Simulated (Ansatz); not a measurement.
**Be (P6_3/mmc), stationary points along a deformation path**

Computed with DFT PBEsol, scalar-relativistic, plane waves, PAW (Ansatz). Cutoff 420 eV, Γ-centred 27×27×14 k-points, Gaussian smearing of 0.15 eV. No spin polarisation. Energies are free energies at this smearing, counted from the undisturbed cell; pressure is positive in compression.

Reference structure (as given, not relaxed at this level; it stands at -5.7 GPa):

```
Be
1.0
     2.29950    0.00000    0.00000
    -1.14975    1.99143    0.00000
     0.00000    0.00000    3.60090
Be
2
Direct
  0.33333 0.66667 0.25000
  0.66667 0.33333 0.75000
```

At fixed volume and fractional coordinates, lengths along (0.000, 0.000, 1.000) are scaled against those across it; ρ is that ratio over its starting value. V = 8.245 Å³/atom. Δσ is the stress along the axis less the mean stress across it (compression positive).

| ρ | ΔE (meV/atom) | Δσ (GPa) | space group |
| --- | --- | --- | --- |
| 0.800 | 221.0 | 44.17 | P6_3/mmc |
| 0.850 | 132.5 | 40.55 | P6_3/mmc |
| 0.920 | 39.2 | 25.82 | P6_3/mmc |
| 0.960 | 10.2 | 13.66 | P6_3/mmc |
| 1.000 | 0.0 | 0.72 | P6_3/mmc |
| 1.050 | 11.9 | -14.76 | P6_3/mmc |
| 1.100 | 42.4 | -21.80 | P6_3/mmc |
| 1.200 | 126.7 | -30.70 | P6_3/mmc |
| 1.300 | 224.6 | -40.85 | P6_3/mmc |

Problem. How does the stress give the slope of the energy, and where is the energy stationary?

Solution. Along the path d ln(length) is 2/3 d ln ρ on the axis and −1/3 d ln ρ across it, so dE/d ln ρ = −(2/3) V Δσ: the energy falls with ρ where Δσ is positive. Δσ vanishes or changes sign between ρ = 1.000 and 1.050, a minimum (near 1.00 by linear interpolation). Pairs of stationary points between two samples would go unseen, and could change a minimum read from distant neighbours into a maximum.

Problem. Integrate that slope from ρ = 1 to 1.200 by the trapezoid rule.

Solution. With V/N in Å³ and 1 eV/Å³ = 160.2 GPa the slopes at ρ = 1.000, 1.050, 1.100, 1.200 are -25, 506, 748, 1053 meV/atom per unit of ln ρ. The steps add 11.7 + 29.2 + 78.4 = 119.3 meV/atom, against 126.7 from the energies; the trapezoid rule misses the curvature of the slope within each step.

In a metal these slopes depend on the k mesh and the smearing.